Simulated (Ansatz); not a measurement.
# Band edges of Bi$_{2}$Te$_{3}$ (R-3m)

```
CELL_PARAMETERS angstrom
2.19118 1.26508 10.09460
-2.19118 1.26508 10.09460
0.00000 -2.53015 10.09460
ATOMIC_POSITIONS crystal
Bi 0.39989 0.39989 0.39989
Bi 0.60011 0.60011 0.60011
Te 0.00000 0.00000 0.00000
Te 0.20991 0.20991 0.20991
Te 0.79009 0.79009 0.79009
```

Conventional cell: a = 4.382 Å, b = 4.382 Å, c = 30.284 Å, α = 90.00°, β = 90.00°, γ = 120.00°. Around Bi (atom 1) lie 6 Te at 3.06 to 3.23 Å. Te (atom 3) has 6 Bi at 3.23 Å as nearest neighbours. Te (atom 4) is surrounded by 3 Bi at 3.06 Å.

Unless marked otherwise, the numbers come from PBEsol, all-electron LAPW in Ansatz 0.2.0, scalar-relativistic. k mesh 8×8×8, fixed occupations, basis error target 1 meV/atom. The cell was relaxed by PAW under this functional.

Extrema are searched on a 8×8×8 mesh and refined by Newton steps; masses come from band slopes 0.005 Å⁻¹ away, 1/m* = (1/ħ²) d²E/dk², negative for holes (the finite step makes the lightest masses up to about 3 % heavy). k is in units of the reciprocal vectors.

Q: Where are the band edges, and is the gap direct?

A: The valence maximum lies at Gamma (0.000, 0.000, 0.000) and the conduction minimum at Gamma (0.000, 0.000, 0.000), so the Kohn-Sham gap of 0.212 eV is direct. A further conduction extremum at L (0.000, 0.000, -0.500) lies 0.335 eV from the edge (3 equivalent points).

Q: What are the electron masses at the edge?

A: The principal masses are 0.0688, 0.0688, 0.11 mₑ. One valley has a density-of-states mass (m₁m₂m₃)^(1/3) = 0.0805; the direction-averaged conductivity mass 3/Σ(1/mᵢ) is 0.0787 mₑ.

Q: What are the hole masses at the edge?

A: The principal masses are 0.0537, 0.0537, 0.118 mₑ. One valley has a density-of-states mass (m₁m₂m₃)^(1/3) = 0.0698; the direction-averaged conductivity mass 3/Σ(1/mᵢ) is 0.0656 mₑ.

Q: Along the Cartesian direction x+y the conduction slope is 0.5534 eV·Å one step out. What is it four steps out, and what does that say?

A: 2.064 eV·Å, 3.730 times the first; a parabola would give 4, so the band flattens (non-parabolic).

Q: What gap does PAW give in the same cell?

A: 0.212 eV, 0 meV from the LAPW value.

Caveats: no spin-orbit coupling on heavy atoms; two errors of opposite sign act on the gap: semilocal levels put it low, and leaving out spin-orbit coupling puts it high by tenths of an eV; no dispersion correction, so the spacing and stiffness between layers or molecules are poor; the gap is tiny at this level, and band order or a closed gap can change these values; the frozen-core PAW files of the compared runs were fitted under PBE, their cores solved anew for this functional.
